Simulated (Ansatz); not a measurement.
Al$_{3}$GaN$_{4}$: strain energy, fitted

Al$_{3}$GaN$_{4}$, Pm, a = 5.038 Å, b = 3.125 Å, c = 5.410 Å, β = 90.0°. The structure is a Materials Project entry; whether it is the stable form wasn't checked. Ansatz: r2SCAN, PAW, 500 eV, Γ-centred 6×8×4 mesh on 8 atoms, Gaussian smearing 0.02 eV; no spin polarisation. Series: strain along c alone, the other axes held, atoms relaxed; x is the strain in per cent. y is the free energy over the unstrained cell, V0 = 10.647 Å³/atom.

```tsv
x (%)	y (meV/atom)
-3.0	?
-1.5	3.00
0.0	0.00
1.5	2.91
3.0	11.45
```

Fit y = c2 x² + c3 x³ to the other rows, turn c2 into a modulus, and predict the missing energy.

Least squares on the rows shown. y = 1.313 x² − 0.01362 x³. In eV per unit strain² c2 is 13.13; this is C33 with relaxed ions (E = ½ C33 V0 ε²): 2 × 13.13 × 160.2 / (10.647) = 395 GPa. At x = -3.0 the fit asked for gives 12.18 meV/atom. The run gave 12.16 meV/atom, so the fit is 0.02 meV/atom too high, a small miss on the scale of the series. The form still works here, 33 % of the fitted range beyond its end.

Cost: 5 runs of about 6.3 core-minutes in all, on Intel Xeon 6975P-C (Granite Rapids) (shared hosts).